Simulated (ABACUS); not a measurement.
Set-up for a self-consistent single point of Cd₄TeSe₃ (P1, 8 atoms in the cell; from Materials Project mp-1226768, changed as shown).

```
Cd4TeSe3
1.0
    4.46935     0.00000     0.00000
    0.00000     8.96146     0.00000
    0.00000     0.00000     6.26811
Cd Te Se
4 1 3
Direct
  0.98702   0.23339   0.01187
  0.99432   0.76452   0.99530
  0.51710   0.99522   0.49834
  0.49696   0.50823   0.48411
  0.01837   0.49340   0.75699
  0.47824   0.24205   0.25441
  0.50006   0.75812   0.24960
  0.00794   0.00507   0.74939
```

Level of theory: PBEsol, numerical atomic orbitals TZDP (confined pseudo-atomic orbitals with Gaussian additions; energy shift 0.003 Ry), PseudoDojo 0.4 standard norm-conserving PBEsol (tails mended) pseudopotentials run with ABACUS.

ABACUS settings:

| setting | value |
|---|---|
| basis | TZDP numerical atomic orbitals, energy shift 0.003 Ry |
| KPT | Gamma 4 2 2 0 0 0 |
| basis_type | lcao |
| dft_functional | PBESOL |
| ecutwfc | 100 Ry |
| smearing_method | fd |
| smearing_sigma | 0.000734986 Ry |
| potentials | PseudoDojo 0.4 standard norm-conserving PBEsol (tails mended) |
| symmetry | 1 |
| symmetry_prec | 1e-05 |
| ks_solver | scalapack_gvx |
| scf_nmax | 100 |
| scf_thr | 1.0e-07 |
| mixing_type | broyden |
| mixing_beta | 0.7 |

### Question
Estimate, at this level of theory: gap on the k-point mesh, pressure and largest force (vector length).

### Answer
The run gave:

- Gap on the k-point mesh = 0.35 eV
- Pressure = -2.15 GPa
- Largest force (vector length) = 0.588 eV/Å

Gaps are taken between levels on the mesh.

For comparison: a first run was changed to give this one (atoms moved at random), and from it to this one the free energy goes up by 10.5 meV/atom, the pressure goes from -2.25 to -2.15 GPa, the largest force goes from under 0.1 to 0.59 eV/Å and the gap on the mesh goes from 0.331 to 0.351 eV.

Spin-orbit coupling is left out, which matters for bands and gaps with elements this heavy. The atom-centred basis is finite, which shifts total energies, pressures, gaps and forces against plane waves. The structure comes from a collection of computed structures, made at another level of theory; the collection holds predicted forms beside known ones.

Cost on one core: around 70 core-seconds (rough).

The atomic orbitals were generated for these runs; they are not ABACUS's published sets and were checked against plane waves on a few crystals only.

“Tails mended”: in these copies of the files the far tail of each local potential was reset to the Coulomb form.
